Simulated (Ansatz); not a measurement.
Notes on Rb$_{2}$CaSb$_{2}$

```yaml
crystal:
  lattice:
    - [5.18766, 0.00000, 0.00000]
    - [0.00000, 5.18766, 0.00000]
    - [0.00000, 0.00000, 12.80140]
  atoms:
    - { symbol: Sb, position: [0.25000, 0.25000, 0.36800] }
    - { symbol: Sb, position: [0.75000, 0.75000, 0.63200] }
    - { symbol: Ca, position: [0.25000, 0.25000, 0.74900] }
    - { symbol: Ca, position: [0.75000, 0.75000, 0.25100] }
    - { symbol: Rb, position: [0.25000, 0.25000, 0.10800] }
    - { symbol: Rb, position: [0.75000, 0.75000, 0.89200] }
    - { symbol: Sb, position: [0.75000, 0.25000, 0.00000] }
    - { symbol: Sb, position: [0.25000, 0.75000, 0.00000] }
    - { symbol: Rb, position: [0.75000, 0.25000, 0.50000] }
    - { symbol: Rb, position: [0.25000, 0.75000, 0.50000] }
```

Method: PBE, no spin polarisation; PAW, plane waves to 420 eV, 7×7×3 Γ-centred mesh, cold occupations (width 0.1538 eV) (Ansatz 0.2.0), atoms fixed.

**Charges.** Bader charges in e: Rb +0.49 to +0.52, Ca +1.33, Sb -1.54 to -0.81. In the mean Ca gives up most and Sb takes most.
**Contacts.** Rb–Sb at 2.94 Å: least valence density 0.21 e/Å³ and ELF 0.16 there. Ca–Sb at 3.96 Å: least valence density 0.06 e/Å³ and ELF 0.17 there. Ca–Rb at 4.10 Å: least valence density 0.03 e/Å³ and ELF 0.04 there, so no covalent bond. These are pseudo-fields; inside the PAW spheres they differ from the all-electron ones.
**Stress.** The pressure is 8.2 GPa (compression positive), so with the atoms held at these fractions the cell would first expand; the forces are large, so a full relaxation may end otherwise.
**At the Fermi level.** It is a metal, with about 7.8 states/eV a cell as the mean within 0.25 eV of the Fermi level, mostly Sb p (85 %).
**Forces.** The largest is on Rb5 (and as large on other atoms): 2.84 eV/Å, components (0.00, 0.00, 2.84). It makes 118° with the line to a nearest neighbour, Sb7 at 2.94 Å.

Origin: a known structure type with other elements, at an estimated volume, so it need not be a known compound. Caveats: atoms or cell far from equilibrium; wide smearing.
